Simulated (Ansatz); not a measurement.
According to the program Ansatz at the PBEsol level (PAW), ZnInNO in the trigonal phase (P3m1; In on 1b, Zn on 1c, O on 1b, N on 1c) relaxes to a = 3.439 Å, c = 5.398 Å. In has 4 nearest neighbours from 2.09 Å (tetrahedral); Zn has 4 nearest neighbours from 1.97 Å (tetrahedral); O has 4 nearest neighbours from 2.08 Å (tetrahedral); N has 4 nearest neighbours from 1.97 Å (tetrahedral). Against the elements it lies at -658 meV/atom, with no fitted shifts.

Electronic character: no gap, with almost no states at the Fermi level (zero-gap or semimetallic). HSE06 on the same cell gives 1.07 eV (a hybrid on a coarse mesh can open a false gap in a semimetal). Gap from PBEsol with spin–orbit coupling: none (metallic).

The bulk modulus is 133 GPa. The highest mode at Γ lies at 555 cm⁻¹.

The start of the workflow was typed in or built on a structure type; neither database checked (COD, Materials Project) lists it. Whether it is the stable phase at ambient conditions was not checked. The cell was relaxed with PBEsol under the symmetry of its start; whether a distortion lowers the energy is not shown. As this level gives no gap, phonon frequencies hold no LO–TO term and depend on the k-mesh and smearing (Fermi–Dirac, 0.1 eV here). The references are the lowest solids computed at this level, not always the standard phases (solids in place of the gases). Spin–orbit coupling is left out wherever it is not named.

Potentials: the earlier of the program's two PAW sets. The files were generated under PBE; for other functionals the program regenerates the frozen cores, and for LDA and PBEsol the local potential too.
